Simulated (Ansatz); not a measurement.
Ga₄AsP₃, ordered on the zincblende lattice (P-43m) with 8 atoms a cell: a band-structure calculation in Ansatz 0.2.0 (PBE). The cell was relaxed beforehand with r2SCAN.

```yaml
crystal:
  lattice:
    - [5.5040447875, 0.0, 0.0]
    - [0.0, 5.5040447875, 0.0]
    - [0.0, 0.0, 5.5040447875]
  atoms:
    - { symbol: P, position: [0.5, 0.0, 0.0] }
    - { symbol: Ga, position: [0.2458135314, 0.7541864686, 0.7541864686] }
    - { symbol: P, position: [0.0, 0.5, 0.0] }
    - { symbol: Ga, position: [0.7541864686, 0.2458135314, 0.7541864686] }
    - { symbol: P, position: [0.0, 0.0, 0.5] }
    - { symbol: Ga, position: [0.7541864686, 0.7541864686, 0.2458135314] }
    - { symbol: As, position: [0.5, 0.5, 0.5] }
    - { symbol: Ga, position: [0.2458135314, 0.2458135314, 0.2458135314] }
kpoints:
  mp_grid: { grid: [6, 6, 6] }
  band_path:
    path:
      - [[0.0, 0.0, 0.0], [9.717160718002e-51, 0.5, 4.19894100159e-34], [0.5, 0.5, 7.348146752782e-34], [0.0, 0.0, 0.0], [0.5, 0.5, 0.5], [9.717160718002e-51, 0.5, 4.19894100159e-34]]
      - [[0.5, 0.5, 0.5], [0.5, 0.5, 7.348146752782e-34]]
    npoints: 10
hamiltonian:
  xc: pbe
scf:
  occupations: { method: fermi_dirac, width: 0.02 }
  n_extra_bands: 6
output:
  forces: true
  stress: true
  eigenvalues: true
  write_density: true
  write_potential: true
  elf: true
  volumetric_format: npy
```

Some lines of the output have been replaced by numbered gaps.
```
scf.n_extra_bands = 6 over 41 filled bands (N_el = 82.0): the run solves 47 bands
Functional definition: PBE
Crystal: 8 atoms, lattice volume = 166.742 Å³
[1]
Symmetry: 24 space group operations
Space group: P-43m (ITA 215)
k-points: 20 of 216 (time reversal used)
NSCF: frozen V_eff on 62 k-points
SCF converged after 7 iterations
Free energy (F): -22258.440105 eV
Fermi energy:    8.042621 eV
--- Forces (eV/Å), atoms counted from 1 ---
[2]
--- Stress (GPa, compression-positive) ---
[3]
--- Band table (eV; the first three rows and the last of 20) ---
  k-point 0: bands = […, 4.7407, 4.7407, 4.7407, 7.3817, 7.3817, 7.3817, 8.6813, 8.8958, 9.1046, 9.1046, …]
  k-point 1: bands = […, 4.5111, 4.8103, 4.8103, 6.4295, 7.0562, 7.0562, 8.8862, 9.3147, 9.5897, 9.6085, …]
  k-point 2: bands = […, 4.1289, 5.0284, 5.1401, 5.1401, 6.3865, 6.3865, 9.0717, 10.0222, 10.2208, 10.7682, …]
  k-point 19: bands = […, 6.1539, 6.1539, 6.1539, 6.4760, 6.4760, 6.4760, 8.8368, 8.8686, 8.8686, 8.8686, …]
```

Problem. Give the withheld lines. They hold the stress, the forces, cutoff and plane waves at Γ.

Solution.
```
[1]
Basis set: ecut = 420 eV, 3239 PW (Γ)
[2]
  atom   1  P       0.00000      0.00000      0.00000
  atom   2  Ga    -0.02805      0.02805      0.02805
  atom   3  P       0.00000      0.00000      0.00000
  atom   4  Ga      0.02805    -0.02805      0.02805
  atom   5  P       0.00000      0.00000      0.00000
  atom   6  Ga      0.02805      0.02805    -0.02805
  atom   7  As      0.00000      0.00000      0.00000
  atom   8  Ga    -0.02805    -0.02805    -0.02805
[3]
        2.560973       0.000000       0.000000
        0.000000       2.560973       0.000000
        0.000000       0.000000       2.560973
  P = ⅓ Tr σ = 2.5610 GPa (25.610 kbar)
```

Levels along the path, in eV from the valence top (v1 is the last filled band, c1 the first empty one):

| point | distance (1/Å) | v3 | v2 | v1 | c1 | c2 | c3 |
| --- | --- | --- | --- | --- | --- | --- | --- |
| Γ | 0.00 | 0.00 | 0.00 | 0.00 | 1.30 | 1.51 | 1.72 |
| · | 0.11 | -0.44 | -0.13 | -0.13 | 1.44 | 1.71 | 1.90 |
| · | 0.23 | -1.23 | -0.45 | -0.45 | 1.53 | 2.09 | 2.37 |
| · | 0.34 | -2.07 | -0.85 | -0.85 | 1.64 | 2.57 | 2.81 |
| · | 0.46 | -2.06 | -1.27 | -1.27 | 1.82 | 2.47 | 3.13 |
| X | 0.57 | -1.82 | -1.56 | -1.56 | 2.02 | 2.22 | 3.50 |
| · | 0.68 | -1.80 | -1.62 | -1.49 | 2.23 | 2.44 | 3.57 |
| · | 0.80 | -2.11 | -1.44 | -1.31 | 2.76 | 3.01 | 3.59 |
| · | 0.91 | -2.04 | -1.22 | -1.12 | 3.24 | 3.25 | 3.35 |
| · | 1.03 | -1.55 | -1.09 | -1.04 | 2.99 | 3.00 | 3.23 |
| M | 1.14 | -1.29 | -1.08 | -1.08 | 2.92 | 2.92 | 3.09 |
| · | 1.30 | -1.67 | -1.48 | -0.75 | 2.67 | 3.15 | 3.44 |
| · | 1.46 | -2.10 | -1.77 | -0.41 | 2.28 | 2.93 | 3.22 |
| · | 1.63 | -2.19 | -0.92 | -0.17 | 1.92 | 2.29 | 2.36 |
| · | 1.79 | -0.88 | -0.26 | -0.04 | 1.56 | 1.81 | 1.81 |
| Γ | 1.95 | 0.00 | 0.00 | 0.00 | 1.30 | 1.51 | 1.72 |
| · | 2.15 | -1.25 | -0.15 | -0.15 | 1.59 | 1.82 | 1.82 |
| · | 2.34 | -2.24 | -0.49 | -0.49 | 1.95 | 2.19 | 2.19 |
| · | 2.54 | -1.79 | -0.80 | -0.80 | 1.78 | 2.52 | 2.62 |
| · | 2.74 | -1.38 | -0.96 | -0.96 | 1.56 | 2.20 | 2.20 |
| R | 2.94 | -0.91 | -0.91 | -0.91 | 1.46 | 1.49 | 1.49 |
| · | 3.10 | -1.27 | -1.06 | -0.99 | 1.73 | 1.77 | 2.07 |
| · | 3.26 | -1.49 | -1.43 | -1.18 | 2.28 | 2.37 | 2.96 |
| · | 3.42 | -1.71 | -1.65 | -1.37 | 2.61 | 2.82 | 3.58 |
| · | 3.58 | -1.77 | -1.68 | -1.51 | 2.36 | 2.58 | 3.64 |
| X | 3.74 | -1.82 | -1.56 | -1.56 | 2.02 | 2.22 | 3.50 |
| R | 3.74 | -0.91 | -0.91 | -0.91 | 1.46 | 1.49 | 1.49 |
| · | 3.80 | -0.98 | -0.92 | -0.92 | 1.53 | 1.55 | 1.55 |
| · | 3.92 | -1.24 | -0.98 | -0.98 | 1.95 | 1.95 | 1.95 |
| · | 4.03 | -1.26 | -1.03 | -1.03 | 2.43 | 2.43 | 2.49 |
| · | 4.14 | -1.28 | -1.06 | -1.06 | 2.77 | 2.77 | 2.89 |
| · | 4.26 | -1.29 | -1.07 | -1.07 | 2.90 | 2.90 | 3.07 |
| M | 4.32 | -1.29 | -1.08 | -1.08 | 2.92 | 2.92 | 3.09 |

PBE gives a direct gap of 1.30 eV at Γ. Edges are sought over the mesh and the listed points. With the atoms held, the mean pressure is +2.56 GPa (compression positive). The largest force is 0.05 eV/Å.

Command: `ansatz run input.yaml --threads 4 --pin off --max-ram 6451MiB --backend cpu --events-out ev --progress --plain --runs-dir out`.

Problem. It took 13 s on 4 threads of Arm Neoverse V1, on a shared host. What peak of host memory did it reach?

Solution. About 0.69 GiB.

All values are calculated for a non-magnetic cell, which may be hypothetical.

Spin-orbit coupling is left out.
